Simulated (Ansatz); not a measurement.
# BiIr (zincblende structure)

Level of theory: DFT, r²SCAN, scalar-relativistic, no spin polarisation; plane waves to 500 eV with PAW datasets (Ansatz 0.2.0), Γ-centred 10×10×10 mesh, 0.05 eV Gaussian smearing; PAW files: Ansatz's generated set soft_2.

```
CELL_PARAMETERS angstrom
0.00000 3.03804 3.03804
3.03804 0.00000 3.03804
3.03804 3.03804 0.00000
ATOMIC_POSITIONS crystal
Ir 0.00000 0.00000 0.00000
Bi 0.25000 0.25000 0.25000
```

The structure was built from a prototype; whether the compound forms in it isn't claimed.

The cell above was scaled in volume, its shape and atoms being fixed by the lattice's symmetry. Energies are counted from the cell above.

The cell is relaxed to zero pressure at this level.

```json
{"V (Å³/atom)": "26.918", "ΔE (meV/atom)": "14.58", "P from the stress (GPa)": "4.31"}
{"V (Å³/atom)": "27.479", "ΔE (meV/atom)": "3.54", "P from the stress (GPa)": "2.03"}
{"V (Å³/atom)": "28.040", "ΔE (meV/atom)": "0.00", "P from the stress (GPa)": "0.00"}
{"V (Å³/atom)": "28.601", "ΔE (meV/atom)": "3.14", "P from the stress (GPa)": "-1.80"}
{"V (Å³/atom)": "29.162", "ΔE (meV/atom)": "12.24", "P from the stress (GPa)": "-3.40"}
{"V (Å³/atom)": "30.003", "ΔE (meV/atom)": "35.68", "P from the stress (GPa)": "-5.47"}
```

Question: Do the energies and the pressures agree? Compare −ΔE/ΔV between neighbouring points (1 meV/Å³ = 0.1602 GPa) with the mean of their pressures.

Answer: 
| interval (Å³/atom) | −ΔE/ΔV (GPa) | mean P (GPa) |
| --- | --- | --- |
| 26.92 to 27.48 | 3.2 | 3.2 |
| 27.48 to 28.04 | 1.0 | 1.0 |
| 28.04 to 28.60 | -0.9 | -0.9 |
| 28.60 to 29.16 | -2.6 | -2.6 |
| 29.16 to 30.00 | -4.5 | -4.4 |
They differ by 0.03 GPa at most.

Question: What do the two routes give for V0, B0 and B0′?

Answer: A third-order Birch–Murnaghan fit of the energies: V0 = 28.05 Å³/atom, B0 = 95 GPa, B0′ = 4.7. A polynomial of P in ln V, with B = −dP/d ln V at P = 0: V0 = 28.04 Å³/atom, B0 = 95 GPa, B0′ = 4.9.

B0·V0 = 95.3 GPa × 28.05 Å³ = 16.68 eV/atom sets the scale: near the minimum ΔE ≈ ½ B0 V0 x², with x = V/V0 − 1, and a pressure of 1.0 GPa squeezes the volume by about 1 %. At the ends of the curve: x = −4.0 % predicts 13.5 meV/atom and the run gives 14.6; x = +7.0 % predicts 40.6 meV/atom and the run gives 35.7. The lopsidedness is anharmonic: atoms resist being pushed together more than being pulled apart.

No spin–orbit coupling, a notable omission for heavy elements. The run is a metal.
